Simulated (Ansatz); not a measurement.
A relaxed structure of LiBr. Space group Fm-3m (No. 225), rock salt type. Level of theory: PBEsol (plane waves to 420 eV, PAW, scalar-relativistic; Ansatz, a quantum-chemistry and plane-wave program).

Space group Fm-3m (No. 225); a = b = c = 5.4113 Å, α = β = γ = 90.00°

```
atom  site  symmetry       x       y       z
----  ----  --------  ------  ------  ------
Br      4a      m-3m  0.0000  0.0000  0.0000
Li      4b      m-3m  0.5000  0.5000  0.5000
```
(The calculation used a cell of 2 atoms; values per cell refer to that cell.)

Question: What band gap does PBEsol give?

Answer: 4.98 eV, direct within 0.03 eV (at Γ) (no spin-orbit coupling).

Question: Give the smallest direct gap at the level PBEsol.

Answer: 4.99 eV at Γ.

No spin polarisation in the result.

Measured for LiBr: a 5.459 Å (0 K or low temperature; as listed in Klaus Doll, Hermann Stoll, Phys. Rev. B (1998)). Computed minus measured — a: PBEsol -0.9 %. The computed values are for a static lattice.

The run could not lose the symmetry of its start; a randomly shaken copy of 2 atoms returns to this structure.

All atoms sit on sites fixed by symmetry, so only the cell could relax.
